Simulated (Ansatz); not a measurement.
Given:

FeSi:
```cif
data_Fe4Si4
_chemical_formula_sum 'Fe4 Si4'
_space_group_name_H-M_alt 'P 1'
_space_group_IT_number 1
_cell_length_a 4.36899
_cell_length_b 4.36899
_cell_length_c 4.36899
_cell_angle_alpha 90.000
_cell_angle_beta 90.000
_cell_angle_gamma 90.000
loop_
_space_group_symop_operation_xyz
  'x, y, z'
loop_
_atom_site_label
_atom_site_type_symbol
_atom_site_fract_x
_atom_site_fract_y
_atom_site_fract_z
_atom_site_occupancy
Fe1 Fe 0.86316 0.63684 0.36316 1
Fe2 Fe 0.63684 0.36316 0.86316 1
Fe3 Fe 0.36316 0.86316 0.63684 1
Fe4 Fe 0.13684 0.13684 0.13684 1
Si1 Si 0.15917 0.34083 0.65917 1
Si2 Si 0.34083 0.65917 0.15917 1
Si3 Si 0.65917 0.15917 0.34083 1
Si4 Si 0.84083 0.84083 0.84083 1
```

This is the LDA-relaxed structure.

Problem. All from the program Ansatz at the LDA level (PAW), unless another level is named. Give the Young's modulus.

Solution. 391 GPa.

Problem. Next, the elastic constants (relaxed ions, GPa)?

Solution. C11 = 437, C12 = 158, C44 = 171.

Problem. And the highest zone-centre frequency (without LO–TO term)?

Solution. 14.56 THz.

Space group P2_13. Symmetry was held in the LDA relaxation. The run is not spin-polarised.

Potentials: the later of the program's two PAW sets.
